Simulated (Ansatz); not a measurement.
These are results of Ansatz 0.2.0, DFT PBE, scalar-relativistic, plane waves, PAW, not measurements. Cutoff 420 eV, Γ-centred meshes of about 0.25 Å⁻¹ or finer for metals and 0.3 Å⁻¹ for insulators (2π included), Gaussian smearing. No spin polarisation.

Temperature and zero-point effects are left out.

Two forms of InBi3O were relaxed alike.

A.

```
In Bi O
1.0
    -3.16471    3.16471    3.68184
     3.16471   -3.16471    3.68184
     3.16471    3.16471   -3.68184
In Bi O
1 3 1
Cartesian
  0.0000 0.0000 3.6881
  3.1647 0.0000 3.3994
  0.0000 3.1647 3.3994
  0.0000 0.0000 0.4201
  0.0000 0.0000 5.7097
```

B.

```
In Bi O
1.0
     5.05984    0.00000    0.00000
     0.00000    5.05984    0.00000
     0.00000    0.00000    5.05984
In Bi O
1 3 1
Direct
  0.00000 0.00000 0.00000
  0.00000 0.50000 0.50000
  0.50000 0.00000 0.50000
  0.50000 0.50000 0.00000
  0.50000 0.50000 0.50000
```

Question: Which would you expect to be lower, and how large is the difference?

Answer: A is lower, by 21 meV/atom. A has space group I4mm (No. 107), 29.5 Å³/atom and no gap on its mesh; B has the antiperovskite type, space group Pm-3m (No. 221), 25.9 Å³/atom and no gap. Counting Bi or In atoms around O (for each partner element, those within 1.25 times its shortest distance or 1.15 times the sum of covalent radii, where it is the nearest in units of that sum or under 1.3; the shortest distance is added where it exceeds 1.18 times the sum of covalent radii), A has O 2 and B has O 6 from 2.5 Å. The lower one is the more open, so pressure narrows the difference. In A, In is surrounded by 1 O at 2.02 Å and 5 Bi at 3.18–3.27 Å; Bi on a site of symmetry 2mm has 2 In at 3.18 Å, 2 Bi at 3.24 Å, 2 O at 3.45 Å, 2 Bi at 3.68 Å and 2 O at 3.92 Å; O has 1 In at 2.02 Å, 1 Bi at 2.07 Å, 4 Bi at 3.45 Å and 4 Bi at 3.92 Å; 1 more site not described. In B, around In lie 12 Bi at 3.58 Å; around Bi lie 2 O at 2.53 Å, 4 In at 3.58 Å and 8 Bi at 3.58 Å; around O lie 6 Bi at 2.53 Å. Both come from trial cells of a structure search, whose lowest cell (P2_1/m, 29.5 Å³/atom) lies 0.32 eV/atom below the lower of the two.

The k mesh leaves some 4 meV/atom of noise in the energy of each metallic cell. Spin–orbit coupling, which can matter for Bi, is left out. Cells relaxed within their symmetry can be saddle points. Some structure types and database cells were kept out of the candidates from the start, so a known form may be missing.
